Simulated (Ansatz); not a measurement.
## Ta₃GaC₃, before and after

The cell of Ta₃GaC₃ is invented: random cell by space group and Wyckoff sites (Pm-3m, No. 221). The dimensions are guesses.

start.cif

```cif
data_structure
_symmetry_space_group_name_H-M 'P 1'
_symmetry_Int_Tables_number 1
_cell_length_a 4.9856
_cell_length_b 4.9856
_cell_length_c 4.9856
_cell_angle_alpha 90.000
_cell_angle_beta 90.000
_cell_angle_gamma 90.000
_cell_volume 123.92
loop_
_atom_site_label
_atom_site_type_symbol
_atom_site_fract_x
_atom_site_fract_y
_atom_site_fract_z
_atom_site_occupancy
Ta1 Ta 0.00000 0.50000 0.50000 1
Ta2 Ta 0.50000 0.00000 0.50000 1
Ta3 Ta 0.50000 0.50000 0.00000 1
Ga1 Ga 0.00000 0.00000 0.00000 1
C1 C 0.50000 0.00000 0.00000 1
C2 C 0.00000 0.50000 0.00000 1
C3 C 0.00000 0.00000 0.50000 1
```

These are results of DFT PBE, scalar-relativistic, plane waves, PAW in Ansatz, not measurements. Cutoff 420 eV, Gaussian smearing, Γ-centred meshes. Cell and atoms relax first on a coarse mesh and then on a finer one. In between, the cell is made exact in the group found at 0.06 Å. In metals the finer mesh still leaves noise of several meV/atom or more. The steps can't lower the symmetry of their start. No spin polarisation.

end.cif

```cif
data_structure
_symmetry_space_group_name_H-M 'P 1'
_symmetry_Int_Tables_number 1
_cell_length_a 4.4340
_cell_length_b 4.4340
_cell_length_c 4.4340
_cell_angle_alpha 90.000
_cell_angle_beta 90.000
_cell_angle_gamma 90.000
_cell_volume 87.17
loop_
_atom_site_label
_atom_site_type_symbol
_atom_site_fract_x
_atom_site_fract_y
_atom_site_fract_z
_atom_site_occupancy
Ta1 Ta 0.00000 0.50000 0.50000 1
Ta2 Ta 0.50000 0.00000 0.50000 1
Ta3 Ta 0.50000 0.50000 0.00000 1
Ga1 Ga 0.00000 0.00000 0.00000 1
C1 C 0.50000 0.00000 0.00000 1
C2 C 0.00000 0.50000 0.00000 1
C3 C 0.00000 0.00000 0.50000 1
```

The symmetry stays Pm-3m (No. 221). The volume per atom shrinks by 29.7 %, from 17.7 to 12.5 Å³. The shortest distance goes from 2.49 Å (Ga–C and Ta–C) to 2.22 Å (Ga–C and Ta–C). The energy falls by about 0.91 eV/atom (the start's value is from the coarse mesh).

For Ta₃GaC₃, the volume per atom is 12.45 Å³, the density is 12.35 g/cm³ and the energy over the elements is +0.19 eV/atom. The gap on the 8×8×8 mesh of the 7-atom cell is 0 eV (a metal).

The zero of energy is the elements' standard structures at the same level; no fitted shifts are applied. The separate elements lie lower, so it is unstable against them.

The last run used Gaussian smearing of 0.10 eV. Spin–orbit coupling, which can matter for Ta, is left out. The reference form of C is held partly by dispersion forces, which this level lacks. A structure relaxed within its symmetry needn't be a true minimum. In all, the 3 runs took 42 s on 1 thread of Intel(R) Xeon(R) Platinum 8488C (Sapphire Rapids) (shared host).
